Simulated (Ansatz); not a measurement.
Ir:
```
CELL_PARAMETERS angstrom
      2.55217     0.00000     0.00000
      0.00000     2.55217     0.00000
      0.00000     0.00000     2.55217
ATOMIC_POSITIONS crystal
  Ir 0.00000 0.00000 0.00000
```

Relaxed with r²SCAN. Special points in fractions of this cell's reciprocal vectors: Γ (0.000, 0.000, 0.000); X (0.000, 0.500, 0.000); M (0.500, 0.500, 0.000); R (0.500, 0.500, 0.500).

Question: List the band energies nearest the Fermi level at these points for plane-wave PAW r²SCAN with spin–orbit coupling (Ansatz code).

Answer: In eV from the Fermi level; about four levels below and three above (degenerate sets whole), none deeper than 8.9 eV; … stands for higher levels left out; points with the same levels are listed once.

```json
[
 {"k": "Γ", "below": "-6.48 -6.48 -6.48 -6.48", "above": "1.04 1.04 1.04 1.04"},
 {"k": "X", "below": "-1.39 -1.39 -0.95 -0.95", "above": "1.70 1.70 …"},
 {"k": "M", "below": "-1.29 -1.29 -0.83 -0.83", "above": "3.60 3.60 3.69 3.69"},
 {"k": "R", "below": "-5.79 -5.79 -5.79 -5.79 -5.21 -5.21", "above": "3.79 3.79 3.79 3.79"}
]
```

Space group Pm-3m (simple cubic). A made-up cell: these elements were put on the sites of a structure type; neither database checked (COD, Materials Project) lists it. It is not the phase usual at ambient conditions (space group No. 225). The r²SCAN relaxation kept the symmetry of its start; whether a distortion lowers the energy is not shown. No spin polarisation was allowed.

Potentials: the earlier of the program's two PAW sets.
